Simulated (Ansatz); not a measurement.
## Calculated with Ansatz: NaAu$_{2}$, relaxation

The command:

```bash
ansatz run input.yaml --threads 2 --pin off --max-ram 3584MiB --backend cpu --events-out ev --progress --plain --runs-dir out
```

Input:

```yaml
crystal:
  lattice:
    - [0.0, 3.91987664, 3.91987664]
    - [3.91987664, 0.0, 3.91987664]
    - [3.91987664, 3.91987664, 0.0]
  atoms:
    - { symbol: Na, position: [0.0, 0.0, 0.0] }
    - { symbol: Na, position: [0.25, 0.25, 0.25] }
    - { symbol: Au, position: [0.625, 0.625, 0.625] }
    - { symbol: Au, position: [0.125, 0.625, 0.625] }
    - { symbol: Au, position: [0.625, 0.625, 0.125] }
    - { symbol: Au, position: [0.625, 0.125, 0.625] }
  symmetry: { tolerance: 0.0003 }
kpoints:
  mp_grid: { grid: [8, 8, 8], shift: [0, 0, 0] }
magnetization:
  spin_polarized: false
scf:
  occupations: { method: fermi_dirac, width: 0.0327 }
  lower_state_search: "off"
hamiltonian:
  pseudopotentials: { kind: paw }
  xc: r2scan
basis:
  ecutwfc: 500
  fft_grid_basis: typed
relax:
  max_steps: 60
  cell: { p_target: 0.0 }
output:
  forces: true
  stress: true
  eigenvalues: true
  bader: true
  populations: true
  elf: true
  write_potential: true
  volumetric_format: npy
  dos:
    e_range: [-12, 8]
    de: 0.05
    projected: { site_lists: { Au: [Au], Na: [Na] } }
  write_density: true
checkpoint:
  read: saved_state
```

Origin of the cell: a database entry, scaled a little.

The saved state is a converged single point of the same cell.

Steps («new basis» is an SCF on plane waves selected anew at the same cell):

```
step  ΔF (meV/atom)  max force component (eV/Å)  P (GPa)  volume (Å³)  SCF iterations   step was
   1            0.0                       0.000     0.36       120.46               6   accepted
   2            0.0                       0.000    -0.22       121.30               5   accepted
   3           -0.1                       0.000     0.00       120.99               5   accepted
   4           -0.1                       0.000     0.00       120.99               7  new basis
```

Before:

Space group Fd-3m (No. 227); the run's cell has a = 5.544 Å, b = 5.544 Å, c = 5.544 Å, α = 60.00°, β = 60.00°, γ = 60.00°. Shortest distances: Au–Au 2.77 Å, Au–Na 3.25 Å, Na–Na 3.39 Å.

After:

Space group Fd-3m (No. 227); the run's cell has a = 5.552 Å, b = 5.552 Å, c = 5.552 Å, α = 60.00°, β = 60.00°, γ = 60.00°. Shortest distances: Au–Au 2.78 Å, Au–Na 3.25 Å, Na–Na 3.40 Å.

```
CELL_PARAMETERS angstrom
0.00000 3.92556 3.92556
3.92556 0.00000 3.92556
3.92556 3.92556 0.00000
ATOMIC_POSITIONS crystal
Na 0.00000 0.00000 0.00000
Na 0.25000 0.25000 0.25000
Au 0.62500 0.62500 0.62500
Au 0.12500 0.62500 0.62500
Au 0.62500 0.62500 0.12500
Au 0.62500 0.12500 0.62500
```

| Property | Result |
| --- | --- |
| Free energy lowered by | 0.1 meV/atom |
| Volume change | 0.44 % |
| Final pressure | 0.00 GPa |
| Relaxation steps listed | 4 |
| Gap on the mesh | none (metal) |

Caveats: no spin-orbit coupling, though heavy elements are present; the relaxation held the start's symmetry, so the end may be a saddle point.

Time: 45 s on 2 threads of AMD EPYC 7B13 (Zen 3) (shared host), peak memory 1 GiB, from a saved density.
